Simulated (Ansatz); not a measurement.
**Structures of BeRe: which is lowest?**

Plane-wave DFT in Ansatz with scalar-relativistic PAW potentials, cutoff 420 eV, Γ-centred meshes chosen by cell and gap, Gaussian smearing with energies taken to zero width. Every cell was relaxed (cell and atoms) in a run of its own, within the symmetry of its start. Functional: PBE.

Relaxed structures (starts from databases or built by putting these elements on another compound's sites):
A. Cm, 8 atoms in the computed cell, a = 10.830 Å, b = 3.122 Å, c = 5.634 Å, β = 106.9°; sites (symmetry × multiplicity) Be m × 2 + m × 2 + m × 2 + m × 2, Re m × 2 + m × 2 + m × 2 + m × 2; start: built
B. Pm-3m, 2 atoms in the computed cell, a = 2.832 Å; sites (symmetry × multiplicity) Be m-3m × 1, Re m-3m × 1; start: built

**Question.** Rank them by energy. Could pressure change the order?

**Answer.**
| structure | group | E − E(lowest) (meV/atom) | V (Å³/atom) | gap on mesh (eV) |
| --- | --- | --- | --- | --- |
| A | Cm | 0.0 | 11.39 | 0.00 |
| B | Pm-3m | 171 | 11.36 | 0.00 |

A is lowest, 171 meV/atom under B. The two lowest differ in volume by under 3 %, too little for a first-order estimate of what pressure does to that pair (other pairs aren't weighed here); with rigid cells even 3 % in favour of the higher one would need about 80 GPa. Other structures may lie lower than all of these, and vibrations aren't counted.

Spin-orbit coupling is left out, which matters for the bands of heavy elements.